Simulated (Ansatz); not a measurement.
Given:

AlOs:
```
CELL_PARAMETERS angstrom
      2.99267     0.00000     0.00000
      0.00000     2.99267     0.00000
      0.00000     0.00000     2.99267
ATOMIC_POSITIONS crystal
  Al 0.00000 0.00000 0.00000
  Os 0.50000 0.50000 0.50000
```

This is the PBEsol-relaxed structure.

### Question
All from the program Ansatz at the PBEsol level (PAW), unless another level is named. Estimate the Poisson's ratio.

### Answer
0.28.

### Question
What about the highest zone-centre frequency?

### Answer
40.6 meV.

Space group Pm-3m (CsCl type). The first step of the workflow began from a Materials Project structure, measured or hypothetical; the Crystallography Open Database copy checked does not list it. With Al and Os taken as one species the cell has the higher symmetry Im-3m, so it may be an ordered model of a mixed-site phase. Whether it is the stable phase at ambient conditions was not checked. The cell was relaxed with PBEsol under the symmetry of its start; of distortions, only those at the zone centre were tested. The run is not spin-polarised. Scalar-relativistic: spin–orbit coupling is off unless named, which matters more the heavier the elements.

Potentials: the later of the program's two PAW sets.
